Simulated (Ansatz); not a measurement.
Notes on NbSb₄

```
CELL_PARAMETERS angstrom
6.22060 0.00000 0.00000
0.00000 6.22060 0.00000
0.00000 0.00000 6.54412
ATOMIC_POSITIONS crystal
Nb 0.00000 0.00000 0.25000
Nb 0.00000 0.00000 0.75000
Sb 0.14250 0.33160 0.00000
Sb 0.66840 0.14250 0.00000
Sb 0.85750 0.66840 0.00000
Sb 0.33160 0.85750 0.00000
Sb 0.85750 0.33160 0.50000
Sb 0.33160 0.14250 0.50000
Sb 0.14250 0.66840 0.50000
Sb 0.66840 0.85750 0.50000
```

The numbers come from plane-wave PAW DFT (Ansatz): PBE, no spin polarisation, 420 eV, 6×6×5 Γ-centred k points, cold occupations (width 0.2415 eV). Nothing was relaxed.

Where is the largest force?

The largest is on Sb4 (and as large on other atoms): 1.31 eV/Å, components (-0.05, 1.31, 0.00). It makes 128° with the line to a nearest neighbour, Sb6 at 2.74 Å.

Is there a gap?

It is a metal, with about 8.1 states/eV a cell as the mean within 0.25 eV of the Fermi level, mostly Sb p (62 %) and Nb d (29 %).

What do density and ELF say about some of the short contacts?

Sb–Sb at 2.74 Å: least valence density 0.42 e/Å³ and ELF 0.61 there. Nb–Sb at 2.78 Å: least valence density 0.37 e/Å³ and ELF 0.38 there. Nb–Nb at 3.27 Å: least valence density 0.20 e/Å³ and ELF 0.30 there. These are pseudo-fields; inside the PAW spheres they differ from the all-electron ones.

What is the formation energy?

0.17 eV an atom against the elements' usual phases (free molecules for gases, crystals otherwise, with no correction for O₂ or N₂), so at this geometry it isn't bound against them. Relaxing would lower it.

Origin: a known structure type with other elements, at an estimated volume, so it need not be a known compound. Caveats: wide smearing.
